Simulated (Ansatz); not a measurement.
LiGeN:
Space group P6₃mc (No. 186); a = b = 2.979 Å, c = 9.321 Å, α = β = 90.00°, γ = 120.00°

```tsv
atom	site	symmetry	x	y	z
Li	2b	3m.	0.3333	0.6667	0.2433
Ge	2a	3m.	0.0000	0.0000	0.4978
N	2b	3m.	0.6667	0.3333	0.1035
```

Relaxed with PBEsol.

Give the optical modes at the zone centre with their infrared activity from DFPT, PBEsol in the plane-wave PAW code Ansatz.

Transverse frequencies, without the LO–TO term; a row sums one degenerate level.

| ω (cm⁻¹) | degeneracy | IR ((D/Å)²/amu) | activity | symmetry |
|---|---|---|---|---|
| 48 | 2 | 0.00 | IR-inactive | E2 |
| 122 | 1 | 0.00 | IR-inactive | B1 |
| 206 | 2 | 0.00 | IR-inactive | E2 |
| 212 | 2 | 8.80 | IR | E1 |
| 368 | 1 | 26.71 | IR | A1 |
| 448 | 2 | 86.65 | IR | E1 |
| 450 | 2 | 0.00 | IR-inactive | E2 |
| 470 | 1 | 0.00 | IR-inactive | B1 |
| 582 | 1 | 6.46 | IR | A1 |
| 635 | 1 | 0.00 | IR-inactive | B1 |

How high does the top mode go among those that the LO–TO term moves?

594 cm⁻¹ for q along x, 594 cm⁻¹ for q along y, 633 cm⁻¹ for q along z.

Space group P6_3mc. The workflow started from a Materials Project entry (that database holds measured and hypothetical structures alike); the Crystallography Open Database copy checked does not list it. Whether it is the stable phase at ambient conditions was not checked. Symmetry was held in the PBEsol relaxation; whether a distortion lowers the energy is not shown.

Potentials: the later of the program's two PAW sets.
